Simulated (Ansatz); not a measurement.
SiGe:
```
CELL_PARAMETERS angstrom
      3.90389     0.00000     0.00000
     -1.95194     3.38087     0.00000
      0.00000     0.00000     6.45333
ATOMIC_POSITIONS crystal
  Si 0.66667 0.33333 0.87448
  Si 0.33333 0.66667 0.37448
  Ge 0.66667 0.33333 0.50052
  Ge 0.33333 0.66667 0.00052
```

Relaxed with r²SCAN. Special points in fractions of this cell's reciprocal vectors: Γ (0.000, 0.000, 0.000); M (0.500, 0.000, 0.000); K (0.333, 0.333, 0.000); A (0.000, 0.000, 0.500); L (0.500, 0.000, 0.500); H (0.333, 0.333, 0.500).

Task: List the band energies nearest the valence-band maximum at these points for r²SCAN with spin–orbit coupling in the plane-wave PAW code Ansatz.

Result: In eV from the valence-band maximum; about four levels below and three above (degenerate sets whole), none deeper than 8.9 eV; points with the same levels are listed once.

```json
[
 {"k": "Γ", "below": "-0.10 -0.10 0.00 0.00", "above": "0.73 0.73 1.87 1.87"},
 {"k": "M", "below": "-3.15 -3.15 -1.67 -1.67", "above": "0.60 0.60 2.28 2.28"},
 {"k": "K", "below": "-3.83 -3.83 -3.80 -3.57 -3.57", "above": "1.20 1.20 5.14"},
 {"k": "A", "below": "-1.02 -1.02 -1.02 -1.02", "above": "1.53 1.53 1.53 1.53"},
 {"k": "L", "below": "-2.68 -2.68 -2.68 -2.68", "above": "0.87 0.87 0.87 0.87"},
 {"k": "H", "below": "-2.29 -2.29 -2.27 -2.27", "above": "1.61 1.61 1.62 1.62"}
]
```

Space group P6_3mc (wurtzite). The first step of the workflow began from a Materials Project structure, measured or hypothetical; the Crystallography Open Database copy checked does not list it. Whether it is the stable phase at ambient conditions was not checked. Symmetry was held in the r²SCAN relaxation; of distortions, only those at the zone centre were tested.

Potentials: the earlier of the program's two PAW sets.
